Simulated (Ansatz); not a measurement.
Question: Si$_{2}$Ni (fluorite or antifluorite type, space group No. 225) is relaxed with DFT-LDA in the program Ansatz with PAW potentials. What lattice parameters of the conventional cell result?

Answer: a = 5.348 Å.

Question: Is it a metal or does it have a gap at this level?

Answer: No gap at this level.

Space group Fm-3m (fluorite or antifluorite type). The LDA relaxation kept the symmetry of its start; of distortions, only those at the zone centre were tested. The run is not spin-polarised.

Potentials: the later of the program's two PAW sets.
